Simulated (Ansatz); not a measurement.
## Zone-centre phonons of Nb₂AlC: input and output

Theory: DFT PBEsol, scalar-relativistic, plane waves, PAW in Ansatz 0.2.0.

Launched with:
```bash
ansatz run input.yaml --threads 2 --pin off --max-ram 7168MiB --backend cpu --events-out ev --progress --plain --runs-dir out
```

Input (bare energies are in eV):
```yaml
crystal:
  lattice:
    - [3.0933667162, 0.0, 0.0]
    - [-1.5466833581, 2.6789341595, 0.0]
    - [0.0, 0.0, 13.8475763218]
  atoms:
    - { symbol: Al, position: [0.3333333333, 0.6666666667, 0.75] }
    - { symbol: Al, position: [0.6666666667, 0.3333333333, 0.25] }
    - { symbol: Nb, position: [0.3333333333, 0.6666666667, 0.0888069798] }
    - { symbol: Nb, position: [0.6666666667, 0.3333333333, 0.5888069798] }
    - { symbol: Nb, position: [0.6666666667, 0.3333333333, 0.9111930202] }
    - { symbol: Nb, position: [0.3333333333, 0.6666666667, 0.4111930202] }
    - { symbol: C, position: [0.0, 0.0, 0.0] }
    - { symbol: C, position: [0.0, 0.0, 0.5] }
basis:
  ecutwfc: 420
kpoints:
  mp_grid: { grid: [12, 12, 4] }
hamiltonian:
  xc: pbesol
scf:
  occupations: { method: fermi_dirac, width: 0.15 }
output:
  eigenvalues: true
phonons:
  method: dfpt
  eigenvectors: true
```

The end of the output:
```
--- Phonons (Γ-DFPT): 6 representative perturbations + reference, on 164 of 576 k-points (Σ response iterations 19) ---
  k mesh reduced under 2 symmetry operations, with k and −k counted as one. Each operation leaves every solved perturbation unchanged. A smaller set is not used because it would not reduce the number of displacements ...
  ASR residual: 1.112e-3 → 0.000e0 eV/Å²; symmetrization residual: 3.868e-6 eV/Å²
  ASR residual per site (eV/Å²): 4.94e-5 4.94e-5 1.11e-3 1.11e-3 1.11e-3 1.11e-3 8.27e-5 8.27e-5
  Γ frequencies (cm⁻¹): 0.00 0.00 0.00 83.52 83.52 124.11 148.72 148.72 182.94 182.94 187.13 187.13 199.19 199.19 227.70 272.10 347.44 349.36 636.78 637.43 652.96 652.96 653.00 653.00
  non-analytic LO–TO correction: not included (Born effective charges unavailable; polar crystals: no LO–TO splitting at Γ)
```

The run took 4.9 min on 2 threads of AMD EPYC 7R43 64-Core Processor (Zen 3) (shared host), peak memory 2.7 GiB.

In a metal, frequencies and elastic constants depend on the k mesh and the smearing, soft modes and shear constants most.